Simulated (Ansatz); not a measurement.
Ansatz (a first-principles code) input:

Ansatz 0.2 input:
```yaml
crystal:
  lattice:
    - [3.9733545589, 0.0, 0.0]
    - [-1.9866772794, 3.4410259862, 0.0]
    - [0.0, 0.0, 3.513172287]
  atoms:
    - { symbol: Sc, position: [0.0, 0.0, 0.0] }
    - { symbol: Si, position: [0.3333333333, 0.6666666667, 0.5] }
    - { symbol: Si, position: [0.6666666667, 0.3333333333, 0.5] }
kpoints:
  mp_grid: { grid: [12, 12, 12] }
hamiltonian:
  xc: lda
  pseudopotentials: { kind: paw }
scf:
  occupations: { method: fermi_dirac, width: 0.1 }
phonons:
  method: dfpt
  response_accuracy: low
  eigenvectors: true
  rigid_motions: translations
```

Output (shortened):

```
Pseudopotential: Sc, paw, valence charge 11
Pseudopotential: Si, paw, valence charge 4
Functional definition: SPW92
Crystal: 3 atoms, lattice volume = 48.034 Å³
Basis set: ecut = 420 eV, 947 PW (Γ), exchange–correlation on 54×54×48 points (8 copies of the dense FFT grid, shifted against one another)
Bands: 14, of which v1, the nominal top of the filled ones, is band 10 counted from 1 (9 counted from 0)
Symmetry: 24 space group operations
k-points: 301 of 1728 (irreducible under 4 space group operations, time reversal used)
SCF iter   1: F=—  HF=-3307.749017 eV  |F-HF|=—  |Δ(HF+E_count)|=         —  Δρ=4.90e-3  dr2=1.02e-2  ethr=1.77e-3  ⟨swp⟩=5.0  Hψ=24114  notcnv=0
preconditioner: auto → none
SCF iter   2: F=—  HF=-3307.747396 eV  |F-HF|=—  |Δ(HF+E_count)|=   1.62e-3  Δρ=3.13e-3  dr2=5.01e-3  ethr=5.38e-5  ⟨swp⟩=1.0  Hψ=6623  notcnv=0
SCF iter   3: F=—  HF=-3307.746079 eV  |F-HF|=—  |Δ(HF+E_count)|=   1.32e-3  Δρ=3.22e-4  dr2=4.12e-5  ethr=2.63e-5  ⟨swp⟩=2.4  Hψ=5578  notcnv=0
SCF iter   4: F=—  HF=-3307.746064 eV  |F-HF|=—  |Δ(HF+E_count)|=   1.56e-5  Δρ=6.93e-5  dr2=1.97e-6  ethr=2.17e-7  ⟨swp⟩=2.0  Hψ=6203  notcnv=0
SCF iter   5: F=—  HF=-3307.746063 eV  |F-HF|=—  |Δ(HF+E_count)|=   8.89e-7  Δρ=1.35e-5  dr2=5.56e-8  ethr=1.04e-8  ⟨swp⟩=2.1  Hψ=5815  notcnv=0
SCF iter   6: F=—  HF=-3307.746063 eV  |F-HF|=—  |Δ(HF+E_count)|=   8.27e-9  Δρ=2.03e-6  dr2=2.45e-9  ethr=2.93e-10  ⟨swp⟩=2.7  Hψ=7233  notcnv=0
SCF iter   7: F=—  HF=-3307.746063 eV  |F-HF|=—  |Δ(HF+E_count)|=  2.74e-10  Δρ=2.52e-7  dr2=1.82e-11  ethr=1.29e-11  ⟨swp⟩=2.6  Hψ=6593  notcnv=0
SCF iter   8: F=-3307.746063 eV  HF=-3307.746063 eV  |F-HF|=1.36e-12  |Δ(HF+E_count)|=  9.09e-12  Δρ=4.72e-8  dr2=1.17e-12  ethr=1.00e-12  ⟨swp⟩=5.0  Hψ=16074  notcnv=0
SCF 1 converged in 8 iterations: F = -3307.746063 eV  dr2 = 1.17e-12
DFPT response loops at Γ: preconditioner auto → Kerker (q_TF=auto, 2.338 Å⁻¹) (partly filled bands, converged f_vac=0.000) …
SCF converged after 8 iterations
Free energy (F): -3307.746063 eV
Harris-Foulkes:  -3307.746063 eV  (|F-HF|=1.36e-12)
Internal energy: -3307.694760 eV  (E = F + TS)
E sigma→0 (E₀):  -3307.720411 eV
Entropy (-TS):   -0.051303 eV (-17.101 meV/atom)
Fermi energy:    11.382784 eV
--- Per-component energies (eV) ---
  E_band       = -106.839827
  E_kinetic    = 349.866877
  E_local      = -881.626432  (includes V_loc(G=0)·N_el)
  E_nonlocal   = 140.549621
  E_hartree    = 318.038331
  E_xc         = -216.913440
  E_vxc        = -228.235433  (∫ρ·V_xc dr)
  E_paw        = -1882.595166  (= ΣΔE_a)
  E_vpaw       = -123.471153  (= ΣTr[D̂ρ^β])
  E_aug_tail   = 0.000021  (compensation charges beyond the density's cutoff)
  E_ewald      = -1135.488157
  E_core_change = 0.473584  (= ΣΔE_core)
  E_smearing   = -0.051303  (= −TS)
  E_closure    = 0.000000  (closes the sum)
  Σ components = -3307.746063   (vs F -3307.746063, Δ=0.00e0)
  [band-id]    e_kinetic+e_local+e_nonlocal+2·e_hartree+e_vxc+e_vpaw+e_augmentation_tail = -106.839836   (vs E_band -106.839827, Δ=-8.88e-6)
--- Band table (eV; the first three rows and the last of 301) ---
  k-point 0: bands = ["-37.6840", "-16.6422", "-16.6422", "-16.5709", "-1.4434", "7.5720", "7.5720", "9.9961", "10.1016", "10.2289", "12.0393", "12.0393", "13.1760", "13.1760"]
  k-point 1: bands = ["-37.6834", "-16.6412", "-16.6412", "-16.5806", "-1.3749", "7.6321", "7.6321", "8.9264", "10.3010", "10.9911", "11.6497", "11.6497", "13.6650", "13.6650"]
  k-point 2: bands = ["-37.6816", "-16.6384", "-16.6384", "-16.6070", "-1.1769", "7.7300", "7.8088", "7.8088", "10.5150", "11.0631", "11.0631", "11.7852", "13.8401", "13.8401"]
  k-point 300: bands = ["-37.6706", "-16.6952", "-16.6718", "-16.6509", "1.4509", "3.6450", "6.2920", "6.7844", "8.3349", "12.2904", "12.6558", "13.6123", "14.1722", "14.6313"]
--- Phonons (Γ-DFPT): 4 representative perturbations + reference, on 301 of 1728 k-points (Σ response iterations 8) ---
  ASR residual: 1.644e-3 → 0.000e0 eV/Å²; symmetrization residual: 1.921e-5 eV/Å²
  ASR residual per site (eV/Å²): 1.64e-3 2.87e-4 2.87e-4
  Γ frequencies (cm⁻¹): 0.00 0.00 0.00 139.41 198.10 198.10 288.50 463.20 463.20
  non-analytic LO–TO correction: not included (Born effective charges unavailable; polar crystals: no LO–TO splitting at Γ)
```

Cost: very roughly 90 core-seconds on shared cores.

Space group P6/mmm. The workflow started from an entry of the Crystallography Open Database (COD). Whether it is the stable phase at ambient conditions was not checked. The LDA relaxation kept the symmetry of its start. At this level the phase is mechanically unstable. No spin polarisation was allowed. As this level gives no gap, phonon frequencies hold no LO–TO term and depend on the k-mesh and smearing (Fermi–Dirac, 0.1 eV here).

Potentials: the later of the program's two PAW sets.

Ansatz is a plane-wave DFT program.
